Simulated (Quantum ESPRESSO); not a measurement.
# In3AlTa2ZrGa: input and log of a self-consistent run

A calculation, not a measurement. The program is pw.x of Quantum ESPRESSO 7.5 (plane-wave density functional theory). The cell is made up: eight metal atoms on a face-centred cubic lattice, with elements, volume, strain and displacements drawn at random and not relaxed, so it may be unstable or far from any real phase. PseudoDojo standard norm-conserving files set the functional (PBE unless stated); there is no spin polarisation or spin-orbit coupling, the Fermi-Dirac width of 0.25 eV means electrons at about 2900 K, and the masses in the input are unused placeholders. Heavy elements are run without spin-orbit coupling, which real alloys of them have. A spin test at this wide smearing found no moment, but such smearing suppresses magnetism that the real alloy may have.

Input:

```
&control calculation='scf', pseudo_dir='./dojo.nc.sr.pbe.v0_5.standard.upf', outdir='./o', disk_io='medium', tprnfor=.true., tstress=.true. /
&system ibrav=0, nat=8, ntyp=5, nbnd=59, ecutwfc=79.96652505, nosym=.true., tot_charge=0,
 occupations='smearing', smearing='fd', degauss=0.0183746611
/
&electrons conv_thr=1.470e-08, electron_maxstep=70, mixing_beta=0.5 /
ATOMIC_SPECIES
Al 1.0 Al.upf
Ga 1.0 Ga.upf
In 1.0 In.upf
Ta 1.0 Ta.upf
Zr 1.0 Zr.upf
CELL_PARAMETERS angstrom
0.0227 4.368 0.0127
-4.3511 -0.0354 -4.3729
-4.416 -0.0099 4.4378
ATOMIC_POSITIONS angstrom
In -0.0081 -0.0558 -0.0067
In -2.1672 -0.0259 2.2526
Al -2.1569 -0.0352 -2.2127
In -4.3674 -0.0386 0.0133
Ta -2.1392 2.2246 0.0541
Zr -4.3988 2.1777 2.2566
Ta -4.4241 2.1509 -2.1539
Ga -6.5578 2.1836 0.1062
K_POINTS automatic
5 4 4 1 1 1
```

The log is shortened where brackets say so; the opening notice, blank lines, dates and the lines on written files are dropped, and the path of the files is cut. It prints rydbergs, bohrs and kilobars, and counts compression as positive stress. Its total energy is the free energy E - TS of the whole cell.

```
     Program PWSCF v.7.5
     Parallel version (MPI & OpenMP), running on       1 processor cores
     Number of MPI processes:                 1
     Threads/MPI process:                     1
     [start-up lines left out]
     bravais-lattice index     =            0
     lattice parameter (alat)  =       8.2545  a.u.
     unit-cell volume          =    1138.3518 (a.u.)^3
     number of atoms/cell      =            8
     number of atomic types    =            5
     number of electrons       =        93.00
     number of Kohn-Sham states=           59
     kinetic-energy cutoff     =      79.9665  Ry
     charge density cutoff     =     319.8661  Ry
     scf convergence threshold =      1.5E-08
     mixing beta               =       0.5000
     number of iterations used =            8  plain     mixing
     Exchange-correlation= PBE
                           (   1   4   3   4   0   0   0)
     [axes and pseudopotential details left out]
   Cartesian axes
     site n.     atom                  positions (alat units)
         1        In     tau(   1) = (  -0.0018544  -0.0127745  -0.0015339  )
         2        In     tau(   2) = (  -0.4961450  -0.0059294   0.5156960  )
         3        Al     tau(   3) = (  -0.4937870  -0.0080585  -0.5065615  )
         4        In     tau(   4) = (  -0.9998449  -0.0088368   0.0030448  )
         5        Ta     tau(   5) = (  -0.4897349   0.5092858   0.0123853  )
         6        Zr     tau(   6) = (  -1.0070334   0.4985489   0.5166117  )
         7        Ta     tau(   7) = (  -1.0128254   0.4924134  -0.4931002  )
         8        Ga     tau(   8) = (  -1.5013012   0.4998996   0.0243128  )
     number of k points=    40  Fermi-Dirac smearing, width (Ry)=  0.0184
                       cart. coord. in units 2pi/alat
        k(    1) = (  -0.1250879   0.1006554  -0.0012127), wk =   0.0500000
        k(    2) = (  -0.2487374   0.1009402   0.1218181), wk =   0.0500000
     [further k points left out]
     Dense  grid:   109979 G-vectors     FFT dimensions: (  48,  72,  72)
     Estimated max dynamical RAM per process >     192.21 MB
     Initial potential from superposition of free atoms
     starting charge      92.9790, renormalised to      93.0000
     Starting wfcs are   70 randomized atomic wfcs
     total cpu time spent up to now is       19.1 secs
     per-process dynamical memory:   110.3 Mb
     Self-consistent Calculation
     iteration #  1     ecut=    79.97 Ry     beta= 0.50
     Davidson diagonalization with overlap
     ethr =  1.00E-02,  avg # of iterations =  3.0
     Threshold (ethr) on eigenvalues was too large:
     Diagonalizing with lowered threshold
     Davidson diagonalization with overlap
     ethr =  3.77E-04,  avg # of iterations =  4.3
     total cpu time spent up to now is      113.5 secs
     total energy              =    -917.79715245 Ry
     estimated scf accuracy    <       0.36862929 Ry
     iteration #  2     ecut=    79.97 Ry     beta= 0.50
     Davidson diagonalization with overlap
     ethr =  3.96E-04,  avg # of iterations =  6.5
     total cpu time spent up to now is      168.5 secs
     total energy              =    -917.54865433 Ry
     estimated scf accuracy    <       3.95684976 Ry
     iteration #  3     ecut=    79.97 Ry     beta= 0.50
     Davidson diagonalization with overlap
     ethr =  3.96E-04,  avg # of iterations =  4.0
     total cpu time spent up to now is      210.2 secs
     total energy              =    -917.92181322 Ry
     estimated scf accuracy    <       0.15444630 Ry
     iteration #  4     ecut=    79.97 Ry     beta= 0.50
     Davidson diagonalization with overlap
     ethr =  1.66E-04,  avg # of iterations =  2.7
     total cpu time spent up to now is      248.1 secs
     total energy              =    -917.93478116 Ry
     estimated scf accuracy    <       0.03160602 Ry
     iteration #  5     ecut=    79.97 Ry     beta= 0.50
     Davidson diagonalization with overlap
     ethr =  3.40E-05,  avg # of iterations =  7.2
     total cpu time spent up to now is      291.9 secs
     total energy              =    -917.93560909 Ry
     estimated scf accuracy    <       0.04119647 Ry
     [iterations 6 to 8 left out]
     iteration #  9     ecut=    79.97 Ry     beta= 0.50
     Davidson diagonalization with overlap
     ethr =  3.64E-08,  avg # of iterations =  2.5
     total cpu time spent up to now is      466.1 secs
     total energy              =    -917.94004779 Ry
     estimated scf accuracy    <       0.00000473 Ry
     iteration # 10     ecut=    79.97 Ry     beta= 0.50
     Davidson diagonalization with overlap
     ethr =  5.08E-09,  avg # of iterations =  4.5
     total cpu time spent up to now is      520.1 secs
     total energy              =    -917.94004863 Ry
     estimated scf accuracy    <       0.00000050 Ry
     iteration # 11     ecut=    79.97 Ry     beta= 0.50
     Davidson diagonalization with overlap
     ethr =  5.41E-10,  avg # of iterations =  3.8
     total cpu time spent up to now is      569.1 secs
     total energy              =    -917.94004872 Ry
     estimated scf accuracy    <       0.00000016 Ry
     iteration # 12     ecut=    79.97 Ry     beta= 0.50
     Davidson diagonalization with overlap
     ethr =  1.77E-10,  avg # of iterations =  2.1
     total cpu time spent up to now is      614.7 secs
     total energy              =    -917.94004875 Ry
     estimated scf accuracy    <       0.00000004 Ry
     iteration # 13     ecut=    79.97 Ry     beta= 0.50
     Davidson diagonalization with overlap
     ethr =  4.18E-11,  avg # of iterations =  2.5
     total cpu time spent up to now is      657.5 secs
     End of self-consistent calculation
     [lines on levels left out]
!    total energy              =    -917.94004875 Ry
     estimated scf accuracy    <       0.00000001 Ry
     smearing contrib. (-TS)   =      -0.08255044 Ry
     internal energy E=F+TS    =    -917.85749831 Ry
     The total energy is F=E-TS. E is the sum of the following terms:
     one-electron contribution =    -242.60409654 Ry
     hartree contribution      =     183.79453125 Ry
     xc contribution           =    -243.29331684 Ry
     ewald contribution        =    -615.75461618 Ry
     convergence has been achieved in  13 iterations
     Forces acting on atoms (cartesian axes, Ry/au):
     atom    1 type  3   force =    -0.00696144    0.01810985    0.01409881
     atom    2 type  3   force =    -0.00288399    0.00984590   -0.01534885
     atom    3 type  1   force =    -0.01741472    0.00426767    0.02504815
     atom    4 type  3   force =     0.01820474    0.00870881   -0.00456049
     atom    5 type  4   force =    -0.00974129   -0.02251193   -0.02141727
     atom    6 type  5   force =    -0.00933484   -0.00700502   -0.00414821
     atom    7 type  4   force =     0.02895018   -0.00410933   -0.00322390
     atom    8 type  2   force =    -0.00081864   -0.00730596    0.00955177
     Total force =     0.067212     Total SCF correction =     0.000355
     Computing stress (Cartesian axis) and pressure
          total   stress  (Ry/bohr**3)                   (kbar)     P=      -56.30
  -0.00044450  -0.00002867  -0.00000749          -65.39       -4.22       -1.10
  -0.00002867  -0.00025981  -0.00000939           -4.22      -38.22       -1.38
  -0.00000749  -0.00000939  -0.00044380           -1.10       -1.38      -65.29
     init_run     :     17.93s CPU     18.85s WALL (       1 calls)
     electrons    :    612.89s CPU    638.41s WALL (       1 calls)
     forces       :      7.01s CPU      7.09s WALL (       1 calls)
     stress       :     26.16s CPU     26.32s WALL (       1 calls)
     [timing details left out]
     PWSCF        :  11m 4.36s CPU  11m31.48s WALL
     JOB DONE.
```

In other units: free energy -12489.211 eV for the cell, pressure -5.63 GPa, largest force component 0.744 eV/Å in size. The run took 693 s of wall time with one process on a shared machine (AMD EPYC, Zen 5, virtual cores), so the time is rough. A rerun of this cell at a higher cutoff and on a denser mesh moved values by no more than 0.009 eV in energy, 0.03 GPa in stress and 0.011 eV/Å in force, and a second program with other atomic files agreed on that cell to 2 % rms in force and 0.5 GPa in pressure.